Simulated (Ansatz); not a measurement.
SnGeP6: zone-centre modes

Theory: DFT PBE, scalar-relativistic, plane waves, PAW in Ansatz. Plane waves to 420 eV; Γ-centred k mesh 6×6×6; Gaussian smearing of 0.10 eV. No spin polarisation. Phonons by linear response, acoustic sum rule imposed.

Equilibrium structure at this level:
```
CELL_PARAMETERS angstrom
3.64402 2.10388 3.48997
-3.64402 2.10388 3.48997
0.00000 -4.20776 3.48997
ATOMIC_POSITIONS crystal
Sn 0.75372 0.75372 0.75372
Ge 0.23685 0.23685 0.23685
P 0.28667 0.28667 0.76214
P 0.24124 0.69985 0.69985
P 0.28667 0.76214 0.28667
P 0.76214 0.28667 0.28667
P 0.69985 0.69985 0.24124
P 0.69985 0.24124 0.69985
```

The structure comes from a proposed guess, relaxed at this level; another structure or a mixture of phases may lie lower. In a metal, frequencies depend on the k mesh and the smearing, soft modes most. Spin–orbit coupling is left out, which matters for heavy elements.

Q: Is this structure stable against zone-centre distortions?

A: Yes, at Γ: no optical mode is imaginary. Strains and other wave vectors aren't tested by this run.

Q: List the optical modes at Γ (i marks imaginary ones).

A:
```csv
frequency (cm⁻¹),degeneracy
80,2
92,1
130,2
132,1
139,1
151,2
187,2
273,2
296,1
344,1
366,1
384,2
393,2
399,1
```
